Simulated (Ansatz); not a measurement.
LuNi$_{4}$Sn:
```
LuNi4Sn
1.0
    0.00000     3.46358     3.46358
    3.46358     0.00000     3.46358
    3.46358     3.46358     0.00000
Lu Sn Ni
1 1 4
Direct
  0.00000   0.00000   0.00000
  0.75000   0.75000   0.75000
  0.37539   0.37539   0.87382
  0.37539   0.87382   0.37539
  0.87382   0.37539   0.37539
  0.37539   0.37539   0.37539
```

Relaxed with r²SCAN.

Problem. Give the Bader charges and basin volumes of the independent atoms, plane-wave PAW r²SCAN (Ansatz code).

Solution. 

```csv
atom,Bader charge (e),Bader volume (Å³)
Lu1,+1.55,13.0
Sn2,+0.13,18.6
Ni3,-0.42,12.9
```

Space group F-43m. The workflow started from an entry of the Crystallography Open Database (COD). Its standing as an ambient phase is unchecked. The cell was relaxed with r²SCAN under the symmetry of its start; whether a distortion lowers the energy is not shown. The workflow began spin-polarised and lost its moments. Spin–orbit coupling is left out wherever it is not named.

Potentials: the later of the program's two PAW sets.
